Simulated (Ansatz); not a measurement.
SnSe in space group Pnma (No. 62; Sn on 4c, Se on 4c), DFT-PBE in the program Ansatz with PAW potentials, all energies at zero smearing, with the estimated change up to a 700 eV cutoff added, with one set of potentials and settings (totals compare only within such a set). Cell of 8 atoms (4 Sn, 4 Se): -45976.679 eV.

```
element              reference phase  E (eV/atom)
-------  ---------------------------  -----------
Sn        Fd-3m, 2 atoms in the cell   -6024.2128
Se       P3_121, 3 atoms in the cell   -5469.0798
```

Formation energy per atom, worked out: (-45976.679 − 4×(-6024.2128) − 4×(-5469.0798))/8 = -0.439 eV/atom (-42 kJ per mol of atoms), at 0 K, without zero-point energy or fitted corrections.

The cell was relaxed with PBE under the symmetry of its start. A crystal of weakly bound layers computed without a dispersion correction: the cell and the soft elastic constants depend strongly on that. The references are the lowest solids computed at this level, not always the standard phases. Scalar-relativistic: spin–orbit coupling is off unless named, which matters more the heavier the elements.

Potentials: the later of the program's two PAW sets.
